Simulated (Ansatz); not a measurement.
## Which element?

Cell vectors (Å):

```
 3.7670  0.0000  0.0000
-1.8835  3.2623  0.0000
 0.0000  0.0000  6.1540
```

```json
{"atom": "X", "a": "0.3333", "b": "0.6667", "c": "0.2500"}
{"atom": "X", "a": "0.6667", "b": "0.3333", "c": "0.7500"}
```

All numbers below come from r²SCAN, PAW on Ansatz 0.2.0's default frozen-core files (fitted under PBE), scalar-relativistic. k mesh 14×14×8, strains of ±0.005, Fermi-Dirac smearing of 0.080 eV.

Elastic constants of a crystal by Kohn-Sham DFT: slopes of the stress over finite engineering strains of the given cell, Voigt indices, Cartesian axes as in the cell vectors.

| index | elastic (GPa) |
| --- | --- |
| 11 | 12.1 |
| 12 | 6.9 |
| 13 | 3.7 |
| 33 | 15.5 |
| 44 | 2.8 |

All X atoms are one element. Which one was computed?

Na; the crystal is Na (P6_3/mmc, a database entry that needn't be its stable phase).

Known limits: frozen-core PAW files fitted under PBE, their cores solved anew for the functional of the run; responses of metals move with mesh and smearing; elastic stability says nothing of phonons or of other phases.
